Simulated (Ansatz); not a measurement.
Space group P-3m1 (No. 164). a = 3.739 Å, b = 3.739 Å, c = 4.637 Å, α = 90.00°, β = 90.00°, γ = 120.00°
| atom | site | symmetry | x | y | z |
| --- | --- | --- | --- | --- | --- |
| Pt | 1a | -3m. | 0.0000 | 0.0000 | 0.0000 |
| Se | 2d | 3m. | 0.3333 | 0.6667 | 0.2718 |

Equation of state of this PtSe$_{2}$ structure (not necessarily the ground state), with shape and atoms relaxed at each volume where symmetry leaves them free. It has no gap at any of these volumes. Level of theory: Ansatz, DFT PBEsol+D3(BJ), scalar-relativistic, plane waves, PAW.

Settings: cutoff 420 eV, Γ-centred mesh 12×12×8 on the computed 3-atom cell, Gaussian smearing of 0.10 eV; no spin polarisation.

```json
{"V (Å³/atom)": "16.465", "E − E(largest V) (meV/atom)": "63.95", "P (GPa)": "16.36"}
{"V (Å³/atom)": "17.026", "E − E(largest V) (meV/atom)": "16.87", "P (GPa)": "10.87"}
{"V (Å³/atom)": "17.587", "E − E(largest V) (meV/atom)": "-13.35", "P (GPa)": "6.46"}
{"V (Å³/atom)": "18.149", "E − E(largest V) (meV/atom)": "-29.50", "P (GPa)": "2.82"}
{"V (Å³/atom)": "18.710", "E − E(largest V) (meV/atom)": "-34.28", "P (GPa)": "0.00"}
{"V (Å³/atom)": "19.271", "E − E(largest V) (meV/atom)": "-30.30", "P (GPa)": "-2.21"}
{"V (Å³/atom)": "19.832", "E − E(largest V) (meV/atom)": "-19.87", "P (GPa)": "-3.74"}
{"V (Å³/atom)": "20.581", "E − E(largest V) (meV/atom)": "0.00", "P (GPa)": "-4.76"}
```

Fit a third-order Birch–Murnaghan equation to E(V).

V0 = 18.73 Å³/atom, B0 = 79 GPa, B0' = 7.9.

Spin-orbit coupling is left out, which matters for the bands of heavy elements.

Cost: 8 runs of about 3.5 core-minutes in all, on Intel Xeon 6975P-C (Granite Rapids) (shared hosts).